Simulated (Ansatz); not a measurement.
The following input was run with Ansatz 0.2.0.

```yaml
crystal:
  lattice:
    - [5.3873463238, 0.0, 0.0]
    - [-2.6936731619, 4.6655787754, 0.0]
    - [0.0, 0.0, 7.31305726]
  atoms:
    - { symbol: Ba, position: [0.0, 0.0, 0.5] }
    - { symbol: Sn, position: [0.66666667, 0.33333333, 0.79599496] }
    - { symbol: Sn, position: [0.0, 0.0, 0.0] }
    - { symbol: Sn, position: [0.66666667, 0.33333333, 0.20400504] }
    - { symbol: Sn, position: [0.33333333, 0.66666667, 0.20400504] }
    - { symbol: Sn, position: [0.33333333, 0.66666667, 0.79599496] }
basis:
  ecutwfc: 420
kpoints:
  mp_grid: { grid: [12, 12, 6] }
hamiltonian:
  xc: pbesol
scf:
  occupations: { method: gaussian, width: 0.1 }
output:
  forces: true
  stress: true
  eigenvalues: true
relax:
  adjacent_minimum: "off"
  f_tol: 0.01
  max_steps: 40
```

Command:
```bash
ansatz run input.yaml --threads 2 --pin off --max-ram 5120MiB --backend cpu --events-out ev --progress --plain --runs-dir out
```

All numbers below come from DFT PBEsol, scalar-relativistic, plane waves, PAW (Ansatz).

Abridged output:

```
Warning: output.stress: scf.convergence.dr2_threshold = 1e-7 eV (the SCF's general default) is looser than the 6e-10 eV advised for a printed stress (1e-10 eV for each atom of the cell: 6). ...
Pseudopotentials: kind: paw
Pseudopotential: Ba, paw, valence charge 10, recommended cutoff 420 eV (normal)
Pseudopotential: Sn, paw, valence charge 14, recommended cutoff 420 eV (normal)
Functional definition: PBEsol
Crystal: 6 atoms, lattice volume = 183.814 Å³
Basis set: ecut = 420 eV, 3547 PW (Γ), exchange–correlation on 80×80×100 points (8 copies of the dense FFT grid, shifted against one another)
Bands: 48, of which v1, the nominal top of the filled ones, is band 40 counted from 1 (39 counted from 0)
Symmetry: 24 space group operations
Space group: P6/mmm (ITA 191), of the structure as read, at distance tolerance 5.7e-5 Å
k-points: 76 of 864
Initial density: superposition of atomic densities (neutral atoms: chi_scale 0, normalization atom), corrected by the library's trained network
Initial wavefunctions: pseudopotential atomic-orbital guess
Functional: x = pbesol(κ = 0.804, μ = 0.12345679), c = pbesol(β = 0.046)
SCF iter   1: F=—  HF=-35613.605905 eV  |F-HF|=—  |Δ(HF+E_count)|=         —  Δρ=2.53e-3  dr2=1.71e-2  ethr=1.77e-3  ⟨swp⟩=9.2  Hψ=16639  notcnv=0  defer=1
SCF iter   2: F=—  HF=-35613.597874 eV  |F-HF|=—  |Δ(HF+E_count)|=   8.03e-3  Δρ=1.73e-3  dr2=1.11e-2  ethr=2.14e-5  ⟨swp⟩=2.4  Hψ=6357  notcnv=0  defer=1
SCF iter   3: F=—  HF=-35613.596377 eV  |F-HF|=—  |Δ(HF+E_count)|=   1.50e-3  Δρ=1.11e-3  dr2=1.60e-3  ethr=1.39e-5  ⟨swp⟩=2.0  Hψ=6482  notcnv=0  defer=2
SCF iter   4: F=—  HF=-35613.595555 eV  |F-HF|=—  |Δ(HF+E_count)|=   8.22e-4  Δρ=4.74e-4  dr2=1.01e-3  ethr=2.00e-6  ⟨swp⟩=2.0  Hψ=6485  notcnv=0  defer=2
SCF iter   5: F=—  HF=-35613.595415 eV  |F-HF|=—  |Δ(HF+E_count)|=   1.40e-4  Δρ=3.99e-4  dr2=5.16e-4  ethr=1.26e-6  ⟨swp⟩=1.2  Hψ=3524  notcnv=0  defer=2
SCF iter   6: F=—  HF=-35613.595287 eV  |F-HF|=—  |Δ(HF+E_count)|=   1.28e-4  Δρ=2.25e-4  dr2=1.27e-4  ethr=6.45e-7  ⟨swp⟩=2.0  Hψ=3901  notcnv=0  defer=3
SCF iter   7: F=—  HF=-35613.595240 eV  |F-HF|=—  |Δ(HF+E_count)|=   4.71e-5  Δρ=8.32e-5  dr2=1.41e-5  ethr=1.59e-7  ⟨swp⟩=2.3  Hψ=6481  notcnv=0  defer=3
SCF iter   8: F=-35613.595233 eV  HF=-35613.595233 eV  |F-HF|=2.91e-7  |Δ(HF+E_count)|=   6.83e-6  Δρ=9.92e-6  dr2=2.75e-7  ethr=3.12e-9  ⟨swp⟩=9.6  Hψ=20461  notcnv=0
SCF 1 converged in 8 iterations: F = -35613.595233 eV  dr2 = 2.75e-7
relax step   1: F+E_penalty+E_count = -35613.59523275 eV  Δ(F+E_penalty+E_count) = +0.000e0 eV  max|allowed force component| = 1.757e-2 eV/Å  Δτ_max = 0.0000 Å  (8 SCF iters, dr2 threshold 2.50e-6 eV, accepted)
Initial density: handed on by an earlier stage of this run
Initial wavefunctions: those handed on with the density
SCF iter   1: F=—  HF=-35613.595309 eV  |F-HF|=—  |Δ(HF+E_count)|=         —  Δρ=1.34e-4  dr2=3.56e-5  ethr=4.29e-8  ⟨swp⟩=2.9  Hψ=10495  notcnv=0  defer=148
SCF iter   2: F=—  HF=-35613.595304 eV  |F-HF|=—  |Δ(HF+E_count)|=   4.51e-6  Δρ=8.19e-5  dr2=1.83e-5  ethr=4.29e-8  ⟨swp⟩=1.0  Hψ=3500  notcnv=0  defer=148
SCF iter   3: F=—  HF=-35613.595300 eV  |F-HF|=—  |Δ(HF+E_count)|=   4.64e-6  Δρ=1.43e-5  dr2=2.02e-6  ethr=2.29e-8  ⟨swp⟩=2.0  Hψ=4240  notcnv=0  defer=148
SCF iter   4: F=—  HF=-35613.595300 eV  |F-HF|=—  |Δ(HF+E_count)|=   3.06e-7  Δρ=4.77e-6  dr2=1.19e-7  ethr=2.52e-9  ⟨swp⟩=2.0  Hψ=4035  notcnv=0  defer=148
SCF iter   5: F=-35613.595299 eV  HF=-35613.595299 eV  |F-HF|=9.75e-10  |Δ(HF+E_count)|=   2.75e-8  Δρ=1.59e-6  dr2=5.27e-9  ethr=1.25e-10  ⟨swp⟩=10.4  Hψ=15911  notcnv=0
SCF 2 converged in 5 iterations: F = -35613.595299 eV  dr2 = 5.27e-9
relax step   2: F+E_penalty+E_count = -35613.59529949 eV  Δ(F+E_penalty+E_count) = -6.675e-5 eV  max|allowed force component| = 8.994e-3 eV/Å  Δτ_max = 0.0040 Å  (5 SCF iters, accepted)
SCF converged after 5 iterations
Free energy (F): -35613.595299 eV
Harris-Foulkes:  -35613.595299 eV  (|F-HF|=9.75e-10)
Internal energy: -35613.580224 eV  (E = F + TS)
E sigma→0 (E₀):  -35613.587762 eV
Entropy (-TS):   -0.015076 eV (-2.513 meV/atom)
Fermi energy:    9.902616 eV
--- Per-component energies (eV) ---
  E_band       = -505.419869
  E_kinetic    = 1102.422550
  E_local      = -5506.832788  (includes V_loc(G=0)·N_el)
  E_nonlocal   = -95.405833
  E_hartree    = 3210.545400
  E_xc         = -2064.064398
  E_vxc        = -621.196699  (∫ρ·V_xc dr)
  E_paw        = -25462.760512  (= ΣΔE_a)
  E_vpaw       = -1805.496895  (= ΣTr[D̂ρ^β])
  E_aug_tail   = -0.000004  (compensation charges beyond the density's cutoff)
  E_ewald      = -6799.060271
  E_core_change = 1.575632  (= ΣΔE_core)
  E_smearing   = -0.015076  (= −TS)
--- Forces (eV/Å), atoms counted from 1 ---
  atom   1  Ba     0.00000000     0.00000000     0.00000000
  atom   2  Sn     0.00000000     0.00000000     0.00899431
  atom   3  Sn     0.00000000     0.00000000     0.00000000
  atom   4  Sn     0.00000000     0.00000000    -0.00899431
  atom   5  Sn     0.00000000     0.00000000    -0.00899431
  atom   6  Sn     0.00000000     0.00000000     0.00899431
--- Stress (GPa, compression-positive) ---
       -1.635911       0.000000       0.000000
        0.000000      -1.635911       0.000000
        0.000000       0.000000      -2.306018
  P = ⅓ Tr σ = -1.8593 GPa (-18.593 kbar)
--- Band table (eV; the first three rows and the last of 76) ---
  k-point 0: bands = ["-18.2911", "-11.5663", "-11.5404", "-11.5404", "-11.4763", "-11.4763", "-11.4743", "-11.4743", "-11.4619", "-11.4619", "-11.4468", "-11.4260", "-11.4106", "-11.4106", "-11.3940", "-11.3940", "-11.3856", "-11.3856", "-11.3825", "-11.3825", "-11.3612", "-11.3461", "-11.3461", "-11.3065", "-11.3065", "-11.2238", "-3.6104", "-3.4918", "-3.4918", "-0.7573", "2.0144", "4.1959", "4.6205", "6.7657", "6.9289", "7.2668", "7.2668", "8.1822", "8.1822", "9.0293", "9.0293", "10.0605", "10.3229", "10.3872", "10.3872", "12.0639", "12.0639", "12.1879"]
  k-point 1: bands = ["-18.2910", "-11.5651", "-11.5402", "-11.5402", "-11.4764", "-11.4764", "-11.4742", "-11.4742", "-11.4619", "-11.4619", "-11.4455", "-11.4263", "-11.4103", "-11.4103", "-11.3936", "-11.3936", "-11.3861", "-11.3861", "-11.3823", "-11.3823", "-11.3625", "-11.3464", "-11.3464", "-11.3067", "-11.3067", "-11.2253", "-3.6206", "-3.4916", "-3.4916", "-0.6913", "1.8506", "4.3215", "4.6500", "6.7878", "6.9800", "7.3242", "7.3242", "8.1158", "8.1158", "8.8641", "8.8641", "9.7523", "10.3684", "10.6091", "10.6091", "12.1904", "12.3300", "12.3300"]
  k-point 2: bands = ["-18.2909", "-11.5626", "-11.5398", "-11.5398", "-11.4765", "-11.4765", "-11.4742", "-11.4742", "-11.4620", "-11.4620", "-11.4427", "-11.4270", "-11.4097", "-11.4097", "-11.3929", "-11.3929", "-11.3871", "-11.3871", "-11.3820", "-11.3820", "-11.3651", "-11.3470", "-11.3470", "-11.3071", "-11.3071", "-11.2282", "-3.6404", "-3.4911", "-3.4911", "-0.5436", "1.5423", "4.5440", "4.7154", "6.5345", "7.4723", "7.4723", "7.5490", "8.0015", "8.0015", "8.5344", "8.5344", "8.9458", "11.0761", "11.1616", "11.1616", "11.1850", "12.9206", "12.9206"]
  k-point 75: bands = ["-18.2881", "-11.5521", "-11.5479", "-11.5479", "-11.5385", "-11.5010", "-11.4924", "-11.4924", "-11.4577", "-11.4577", "-11.4400", "-11.4400", "-11.4267", "-11.4267", "-11.4074", "-11.3949", "-11.3819", "-11.3723", "-11.3723", "-11.3507", "-11.3507", "-11.3163", "-11.2970", "-11.2902", "-11.2571", "-11.2571", "-3.5702", "-3.5702", "-3.5670", "1.4415", "1.4415", "2.3865", "3.2670", "3.2670", "6.1868", "8.5446", "8.5446", "8.6003", "9.3197", "9.3197", "10.4272", "10.4272", "10.6161", "12.1331", "12.1331", "14.1115", "14.1424", "14.1424"]
--- Relaxed structure (2 steps of the walk, 2 accepted, 0 SCFs on fresh bases) ---
  F+E_penalty+E_count = -35613.59529949 eV   max|allowed force component| = 8.994e-3 eV/Å
  atoms:
    - { symbol: Ba, position: [0.0, 0.0, 0.5] }
    - { symbol: Sn, position: [0.66666666, 0.33333333, 0.79545222] }
    - { symbol: Sn, position: [0.0, 0.0, 0.0] }
    - { symbol: Sn, position: [0.66666666, 0.33333333, 0.20454777] }
    - { symbol: Sn, position: [0.33333333, 0.66666666, 0.20454777] }
    - { symbol: Sn, position: [0.33333333, 0.66666666, 0.79545222] }
```

The relaxation met its thresholds.

The run took 38 s on 2 threads of Arm Neoverse V2, on a shared host, peak memory 0.78 GiB.